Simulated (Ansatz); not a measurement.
Ge3PbSe4 in space group Pm (No. 6; Pearson symbol mP8) at seven volumes, LDA (plane waves, PAW; program Ansatz), shape and atoms relaxed at each. One row is withheld.

| V (Å³/atom) | P (GPa) |
|---|---|
| 20.766 | 5.53 |
| 21.451 | 3.28 |
| 22.136 | 1.45 |
| 22.820 | 0.00 |
| 23.505 | -1.13 |
| 24.189 | -1.96 |
| 24.874 | ? |

### Question
Fit the shown pressures and predict the withheld one.

### Answer
P = (3/2)B₀(x^(7/2) − x^(5/2))[1 + (3/4)(B′ − 4)(x − 1)] with x = (V₀/V)^(2/3). Least squares on the six rows gives V₀ = 22.828 Å³/atom, B₀ = 42.1 GPa, B′ = 7.11. At V = 24.874, x = 0.9444 and P = -2.65 GPa. The run itself gave -2.56 GPa.

The workflow started from a Materials Project entry (that database holds measured and hypothetical structures alike); the Crystallography Open Database copy checked does not list it. Its standing as an ambient phase is unchecked. Symmetry was held in the LDA relaxation; of distortions, only those at the zone centre were tested. A crystal of weakly bound layers computed without a dispersion correction: the cell and the soft elastic constants depend strongly on that. Scalar-relativistic: spin–orbit coupling is off unless named, which matters more the heavier the elements.

Potentials: the later of the program's two PAW sets.
